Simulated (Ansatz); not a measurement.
## How Zn (P6_3/mmc) stiffens under pressure

```
CELL_PARAMETERS angstrom
2.59682 0.00000 0.00000
-1.29841 2.24891 0.00000
0.00000 0.00000 4.59748
ATOMIC_POSITIONS crystal
Zn 0.33333 0.66667 0.25000
Zn 0.66667 0.33333 0.75000
```

This is the zero-pressure cell. At each pressure cell and atoms are relaxed in this structure, and the constants are slopes of the stress at strains of ±0.005 with relaxed ions (the coefficients that govern stability under load). Level: LDA, PAW on Ansatz 0.2.0's default frozen-core files (fitted under PBE), scalar-relativistic; k mesh 20×20×10, strains of ±0.005, Fermi-Dirac smearing of 0.050 eV, cutoff 420 eV. P is the pressure of the relaxed cell, less that of this one.

```tsv
P (GPa)	V/V₀	C11 (GPa)	C12 (GPa)	C13 (GPa)	C33 (GPa)	C44 (GPa)
0.00	1.0000	223.8	59.4	69.7	118.9	52.8
1.07	0.9898	234.0	61.9	73.8	129.0	51.2
2.05	0.9808	242.8	63.6	77.7	138.3	48.8
4.05	0.9641	261.6	68.7	84.3	154.7	48.1
7.05	?	?	?	?	?	?
10.06	0.9226	320.4	84.3	95.9	217.5	63.2
15.06	0.8950	360.2	100.6	109.1	259.1	75.4
```

Problem. Does the bulk modulus from the constants agree with the pressure-volume curve?

Solution. A third-order Birch-Murnaghan fit to the volumes shown (F against f, f = [(V₀/V)^(2/3) − 1]/2) gives B₀ = 100.7 GPa and B′ = 5.3. Its −V dP/dV stands beside the Reuss value 1/ΣS_ij (i, j ≤ 3):

```csv
P (GPa),from P(V),from the constants
0.00,100.7,98.9
1.07,106.4,105.4
2.05,111.6,111.3
4.05,121.9,121.9
10.06,151.8,152.7
15.06,175.7,176.2
```

Problem. What are the pressure derivatives at zero pressure?

Solution. Slopes at V₀ of quadratic fits in −ln(V/V₀) through the first four rows shown, divided by B₀: dC11/dP = 9.2, dC12/dP = 2.0, dC13/dP = 4.1, dC33/dP = 10.1, dC44/dP = -2.6. The mean slopes up to 2.0 GPa are 9.3, 2.1, 3.9, 9.5, -1.9; curvature and scatter of the constants part the two.

Problem. Fill the row at 7.05 GPa.

Solution. Cubic fits in −ln(V/V₀) through all rows shown give C11 = 291.9, C12 = 75.9, C13 = 90.1, C33 = 187.1, C44 = 54.7 GPa. Computed: V/V₀ = 0.9420, C11 (GPa) = 291.1, C12 (GPa) = 75.9, C13 (GPa) = 91.9, C33 (GPa) = 182.5, C44 (GPa) = 53.0.

Problem. Does a shear stiffness soften?

Solution. C44 goes from 52.8 to 75.4 GPa; (C11 − C12)/2 goes from 82.2 to 129.8 GPa. Neither ends more than 3 % under its start, and the lattice stays mechanically stable over this range.

Limits of these numbers: no other phase was computed; many crystals of this kind change structure within this range, and rows or crossings beyond such a change describe a metastable lattice; frozen-core PAW files fitted under PBE, their cores solved anew for the functional of the run; responses of metals move with mesh and smearing; elastic stability says nothing of phonons or of other phases; phonons weren't checked at these pressures.
